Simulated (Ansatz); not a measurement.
Data:

CdBr2 (space group P6_3mc)

```
CdBr2
1.0
    3.98029     0.00000     0.00000
   -1.99015     3.44703     0.00000
    0.00000     0.00000    12.56749
Cd Br
2 4
Direct
  0.66667   0.33333   0.87499
  0.33333   0.66667   0.37499
  0.00000   0.00000   0.75034
  0.00000   0.00000   0.25034
  0.33333   0.66667   0.99967
  0.66667   0.33333   0.49967
```

In this cell atom 1 (Cd, nearest neighbour Br at 2.781 Å; its periodic images, 4.0 Å or more away, move with it) is moved by s along Cartesian z, unit vector (0.000, 0.000, 1.000); all other atoms and the cell stay fixed.

Calculation: r2SCAN+rVV10 (plane waves to 500 eV, PAW, scalar-relativistic; Ansatz, a first-principles code). k mesh 8×8×2 (Γ-centred), Fermi-Dirac smearing 0.05 eV. The energy includes the smearing's −TS. CdBr2 was relaxed with its symmetry unable to fall. The zero of ΔE is the undisplaced structure.

The scan covers s from -0.280 to 0.280 Å in 11 points.

Task: Is this a single well or a double well?

Result: A single well with its minimum at or next to zero displacement.

Task: Is the energy the same for equal positive and negative displacements?

Result: Even: the same for both signs. With its periodic images moving along, the atom's site symmetry in this cell is 3m..

Task: What is the force constant k = d²E/ds² of this move at s = 0?

Result: 7.33 eV/Å².

(For displaced atoms, the force is minus the slope of the energy, and its curvature is a force constant, which sets phonon frequencies.)
